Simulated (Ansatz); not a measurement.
Nb$_{2}$AlB$_{2}$:
```cif
data_AlB2Nb2
_chemical_formula_sum 'Nb2 Al1 B2'
_space_group_name_H-M_alt 'P 1'
_space_group_IT_number 1
_cell_length_a 3.09662
_cell_length_b 3.09662
_cell_length_c 7.53428
_cell_angle_alpha 90.000
_cell_angle_beta 90.000
_cell_angle_gamma 120.000
loop_
_space_group_symop_operation_xyz
  'x, y, z'
loop_
_atom_site_label
_atom_site_type_symbol
_atom_site_fract_x
_atom_site_fract_y
_atom_site_fract_z
_atom_site_occupancy
Nb1 Nb 0.33333 0.66667 0.70679 1
Nb2 Nb 0.33333 0.66667 0.29321 1
Al1 Al 0.00000 0.00000 0.00000 1
B1 B 0.00000 0.00000 0.50000 1
B2 B 0.66667 0.33333 0.50000 1
```

Relaxed with PBEsol.

Q: Decompose the optical modes at the zone centre into irreducible representations, and say which are infrared and Raman allowed.

A: Point group -6m2: Γ_opt = A1' + 3A2'' + 3E' + E''. Infrared: A2'', E'. Raman: A1', E', E''.

Q: Assign frequencies (DFPT, the program Ansatz at the PBEsol level (PAW)).

A: E' 185, E'' 189, A1' 232, A2'' 350, E' 505, A2'' 562, A2'' 572, E' 786 cm⁻¹.

Space group P-6m2. The start of the workflow was typed in or built on a structure type; neither database checked (COD, Materials Project) lists it. Its standing as an ambient phase is unchecked. The PBEsol relaxation kept the symmetry of its start; whether a distortion lowers the energy is not shown. The run is not spin-polarised. As this level gives no gap, phonon frequencies hold no LO–TO term and depend on the k-mesh and smearing (Fermi–Dirac, 0.1 eV here).

Potentials: the earlier of the program's two PAW sets. The files were generated under PBE; for other functionals the program regenerates the frozen cores, and for LDA and PBEsol the local potential too.
